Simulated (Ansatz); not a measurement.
NbAg:
```xyz
4
Lattice="4.7107 0.0000 0.0000 0.0000 2.7394 0.0000 0.0000 0.0000 5.2352" Properties=species:S:1:pos:R:3 pbc="T T T"
Ag     1.1777     0.0000     4.4647
Ag     3.5330     0.0000     0.7705
Nb     1.1777     1.3697     1.8332
Nb     3.5330     1.3697     3.4020
```

Relaxed with PBEsol. Special points in fractions of this cell's reciprocal vectors: Γ (0.000, 0.000, 0.000); X (0.500, 0.000, 0.000); S (0.500, 0.500, 0.000); Y (0.000, 0.500, 0.000); Z (0.000, 0.000, 0.500); U (0.500, 0.000, 0.500); R (0.500, 0.500, 0.500); T (0.000, 0.500, 0.500).

List the band energies nearest the Fermi level at these points for DFT-PBEsol in the program Ansatz with PAW potentials.

In eV from the Fermi level; about four levels below and three above (degenerate sets whole), none deeper than 8.9 eV; points with the same levels are listed once.

| k | below | above |
|---|---|---|
| Γ | -2.23 -1.59 -1.28 -1.27 | 0.41 1.67 2.59 |
| X | -1.85 -1.85 -0.95 -0.95 | 0.46 0.46 2.66 2.66 |
| S | -1.32 -1.32 -0.91 -0.91 | 0.21 0.21 3.10 3.10 |
| Y | -2.83 -2.11 -1.18 -1.11 | 0.05 0.45 0.67 |
| Z | -2.16 -1.73 -1.36 -1.13 | 1.19 2.54 2.80 |
| U | -1.57 -1.57 -0.25 -0.25 | 2.36 2.36 3.04 3.04 |
| R | -0.24 -0.24 -0.14 -0.14 | 1.14 1.14 2.31 2.31 |
| T | -1.17 -0.87 -0.56 -0.54 | 0.08 1.62 2.25 |

Space group Pmma. The start of the workflow was typed in or built on a structure type; neither database checked (COD, Materials Project) lists it. Its standing as an ambient phase is unchecked. The PBEsol relaxation kept the symmetry of its start; phonons show weakly imaginary modes. The run is not spin-polarised. Its formation energy is positive at this level, so the cell may be metastable or incomplete. Spin–orbit coupling is left out wherever it is not named.

Potentials: the earlier of the program's two PAW sets. The files were generated under PBE; for other functionals the program regenerates the frozen cores, and for LDA and PBEsol the local potential too.
